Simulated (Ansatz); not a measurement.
This cell of FeCo (CsCl type) is off equilibrium:

```xyz
2
Lattice="2.9334 0.0000 0.0000 0.0000 2.9334 0.0000 0.0000 0.0000 2.9334" Properties=species:S:1:pos:R:3 pbc="T T T"
Fe     0.0000     0.0000     0.0000
Co     1.4667     1.4667     1.4667
```

All values below come from PBE (plane waves to 420 eV, PAW, scalar-relativistic; Ansatz, a program for electronic structure). k mesh 16×16×16 (Γ-centred), Fermi-Dirac smearing 0.05 eV. Energies are smeared free energies. Stress and pressure are positive under compression. FeCo was relaxed with its symmetry unable to fall. Relaxed FeCo ends ferromagnetic. The magnetic order is the one the run started from; other orders were not tried.

What is the stress tensor (GPa)?


```
  -14.2      0.0      0.0
    0.0    -14.2      0.0
    0.0      0.0    -14.2
```
The pressure, a third of the trace, is -14.2 GPa.

It is the relaxed cell scaled evenly to V/V₀ = 1.096, atoms relaxed where free. What is its energy relative to the relaxed cell?

54 meV/atom.

(Under strain, the slope of the energy per volume gives the stress and its curvature an elastic modulus.)
